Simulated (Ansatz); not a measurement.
# Sb, omega (AlB2-type): geometry optimisation

All numbers below come from DFT, PBEsol, plane waves (420 eV) with PAW, scalar-relativistic (Ansatz 0.2.0). The PAW files were generated under PBE, with cores re-solved for the functional.

k-point mesh 7×7×10, Fermi-Dirac smearing 0.1 eV, no spin polarisation. Cell and atoms relax.

Starting structure:

```
Sb
1.0
     5.35559    0.00000    0.00000
    -2.67780    4.63808    0.00000
     0.00000    0.00000    3.28298
Sb
3
Direct
  0.00000 0.00000 0.00000
  0.33333 0.66667 0.50000
  0.66667 0.33333 0.50000
```

Question: What cell does the relaxation end in?

Answer: P6/mmm with a = 5.346 Å, c = 3.191 Å (c/a = 0.597); 26.32 Å³ per atom against 27.18 at the start (-3.2 %).

Question: How much energy does the relaxation gain?

Answer: 7.8 meV per atom.
